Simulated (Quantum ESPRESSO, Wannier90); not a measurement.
# AlRu (CsCl type): Wannier90 run

```xyz
2
Lattice="2.9825 0.0000 0.0000 0.0000 2.9825 0.0000 0.0000 0.0000 2.9825" Properties=species:S:1:pos:R:3 pbc="T T T"
Al     0.0000     0.0000     0.0000
Ru     1.4912     1.4912     1.4912
```

Cell from Materials Project (mp-542569), symmetrised, no further relaxation. COD (Crystallography Open Database) has an entry of this formula and space group (matched by these alone). Computed values, not measurements, from LDA: Quantum ESPRESSO (norm-conserving PseudoDojo potentials, cutoff 71 Ry, no spin polarisation, no spin-orbit coupling) on a Γ-centred 8×8×8 mesh, then Wannier90. Density: 14×14×14 mesh, cold smearing 0.01 Ry.

The lattice is scaled uniformly with fixed fractional positions, and at each scale an atom-like model (Al sp, Ru spd; disentangled, num_iter = 0) is made. Listed is the largest hopping of each kind of orbital pair shown, with the distance of the two functions' centres at scale 1; the mesh was not varied.

```json
[
 {"scale": "0.970", "modulus of t, Ru2 py–Al1 s at 2.58 Å (eV)": "1.443", "modulus of t, Ru2 s–Al1 s at 2.58 Å (eV)": "1.376"},
 {"scale": "0.990", "modulus of t, Ru2 py–Al1 s at 2.58 Å (eV)": "1.390", "modulus of t, Ru2 s–Al1 s at 2.58 Å (eV)": "1.305"},
 {"scale": "1.000", "modulus of t, Ru2 py–Al1 s at 2.58 Å (eV)": "1.365", "modulus of t, Ru2 s–Al1 s at 2.58 Å (eV)": "1.274"},
 {"scale": "1.010", "modulus of t, Ru2 py–Al1 s at 2.58 Å (eV)": "1.335", "modulus of t, Ru2 s–Al1 s at 2.58 Å (eV)": "1.239"},
 {"scale": "1.030", "modulus of t, Ru2 py–Al1 s at 2.58 Å (eV)": "1.280", "modulus of t, Ru2 s–Al1 s at 2.58 Å (eV)": "1.176"}
]
```

### Question
With |t| ∝ d^(−η), find η for each hopping from the ends of the series.

### Answer
- Ru2 py–Al1 s at 2.58 Å: η = −ln(1.280/1.443)/ln(1.030/0.970) = 2.0
- Ru2 s–Al1 s at 2.58 Å: η = −ln(1.176/1.376)/ln(1.030/0.970) = 2.6
Harrison's rules would take η = 2.0, 2.0 for these pairs; they describe atomic orbitals, while these are orthogonalised and change shape with the volume.
